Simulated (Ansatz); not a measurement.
Zr (hcp, Mg type)

```yaml
crystal:
  lattice:
    - [3.23160, 0.00000, 0.00000]
    - [-1.61580, 2.79864, 0.00000]
    - [0.00000, 0.00000, 5.17363]
  atoms:
    - { symbol: Zr, position: [0.33333, 0.66667, 0.75000] }
    - { symbol: Zr, position: [0.66667, 0.33333, 0.25000] }
```

The numbers are results of PBE (plane waves to 420 eV, PAW, scalar-relativistic; Ansatz, a first-principles code), not measurements. DFPT wavenumbers on a 18×18×10 k mesh, in cm⁻¹ and rounded to 5; i marks imaginary ones, q is in fractions of the reciprocal vectors of the cell shown, and the three acoustic modes at Γ are left out. The PAW data are Ansatz's earlier set. Zr is run without spin polarisation. Zr was relaxed with its symmetry unable to fall.

Question: Is the structure dynamically stable at Γ, M = (0.5, 0.0, 0.0), A = (0.0, 0.0, 0.5), L = (0.5, 0.0, 0.5)?

Answer: No imaginary mode at these points (lowest 50 cm⁻¹ at A = (0.0, 0.0, 0.5)); other wave vectors were not tested.

Question: List the wavenumbers at Γ, M = (0.5, 0.0, 0.0), A = (0.0, 0.0, 0.5), L = (0.5, 0.0, 0.5), with degeneracies.

Answer: 
```csv
q,wavenumbers (cm⁻¹)
Γ,"75 (×2), 145"
"M = (0.5, 0.0, 0.0)","75, 75, 150, 155, 175, 175"
"A = (0.0, 0.0, 0.5)","50 (×4), 135 (×2)"
"L = (0.5, 0.0, 0.5)","120 (×2), 125 (×2), 185 (×2)"
```
